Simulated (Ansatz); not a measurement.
SiOS, GeOS, PbOS: one prototype (Janus 2H monolayer), with Si, Ge, Pb on the same site. Each was relaxed with r2SCAN in Ansatz, and the gaps are read on those cells (d direct, i indirect). All cells are spin-unpolarised, without nuclear motion, and some may be hypothetical.

**Question.** Order them by the r2SCAN gap, smallest first (an overlap counts as negative).
A. GeOS
B. SiOS
C. PbOS

**Answer.** C (-0.11 eV), A (-0.03 eV), B (0.24 eV).

**Question.** And by the lattice length a, shortest first.
A. SiOS
B. GeOS
C. PbOS

**Answer.** A (2.934 Å), B (3.088 Å), C (3.480 Å).

Spin-orbit coupling is left out, which matters wherever the heavy atoms make up the band edges.

Overlapping bands make a metal at that level, for which these meshes are coarse; small forces, stresses and energy differences are uncertain. A small overlap in a semilocal functional can be an artefact that a hybrid or GW lifts.

For some runs the program warns that the potential is rough where the density is thin, which bears on empty states near the vacuum.
